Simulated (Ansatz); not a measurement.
## zincblende-structured PtAs

Method: PBE, scalar-relativistic; no spin polarisation; PAW, 420 eV, Γ-centred 12×12×12 mesh, 0.05 eV Gaussian smearing; code Ansatz. The datasets are Ansatz's generated set soft_2.

```cif
data_structure
_symmetry_space_group_name_H-M 'F-43m'
_symmetry_Int_Tables_number 216
_cell_length_a 5.6259
_cell_length_b 5.6259
_cell_length_c 5.6259
_cell_angle_alpha 90.000
_cell_angle_beta 90.000
_cell_angle_gamma 90.000
_cell_volume 178.06
loop_
_atom_site_label
_atom_site_type_symbol
_atom_site_symmetry_multiplicity
_atom_site_Wyckoff_symbol
_atom_site_fract_x
_atom_site_fract_y
_atom_site_fract_z
_atom_site_occupancy
Pt1 Pt 4 a 0.00000 0.00000 0.00000 1
As1 As 4 d 0.25000 0.25000 0.75000 1
```

The structure was built from a prototype; whether the compound forms in it isn't claimed.

The cell above was scaled in volume, its shape and atoms being fixed by the lattice's symmetry. Energies are counted from the cell above.

| V (Å³/atom) | ΔE (meV/atom) | P from the stress (GPa) |
| --- | --- | --- |
| 21.034 | 24.94 | 6.98 |
| 21.368 | 12.66 | 4.82 |
| 21.813 | 2.95 | 2.23 |
| 22.258 | 0.00 | -0.05 |
| 22.703 | 2.98 | -2.06 |
| 23.148 | 11.20 | -3.84 |
| 23.816 | 32.12 | -6.14 |
| 24.484 | 61.88 | -8.05 |

Task: Do the energies and the pressures agree? Compare −ΔE/ΔV between neighbouring points (1 meV/Å³ = 0.1602 GPa) with the mean of their pressures.

Result: 
| interval (Å³/atom) | −ΔE/ΔV (GPa) | mean P (GPa) |
| --- | --- | --- |
| 21.03 to 21.37 | 5.9 | 5.9 |
| 21.37 to 21.81 | 3.5 | 3.5 |
| 21.81 to 22.26 | 1.1 | 1.1 |
| 22.26 to 22.70 | -1.1 | -1.1 |
| 22.70 to 23.15 | -3.0 | -2.9 |
| 23.15 to 23.82 | -5.0 | -5.0 |
| 23.82 to 24.48 | -7.1 | -7.1 |
They differ by 0.04 GPa at most.

Task: What do the two routes give for V0, B0 and B0′?

Result: A third-order Birch–Murnaghan fit of the energies: V0 = 22.25 Å³/atom, B0 = 107 GPa, B0′ = 5.1. A polynomial of P in ln V, with B = −dP/d ln V at P = 0: V0 = 22.25 Å³/atom, B0 = 107 GPa, B0′ = 5.2.

B0·V0 = 107.3 GPa × 22.25 Å³ = 14.91 eV/atom sets the scale: near the minimum ΔE ≈ ½ B0 V0 x², with x = V/V0 − 1, and a pressure of 1.1 GPa squeezes the volume by about 1 %. At the ends of the curve: x = −5.5 % predicts 22.3 meV/atom and the run gives 24.9; x = +10.0 % predicts 75.2 meV/atom and the run gives 61.9. The curve is steeper than the parabola on the compressed side and flatter on the expanded side: the bulk modulus rises with pressure.

Scalar-relativistic only: spin–orbit splittings of the heavy atoms' levels are missing. The cell is a metal with an odd number of electrons, and spin polarisation wasn't tried.
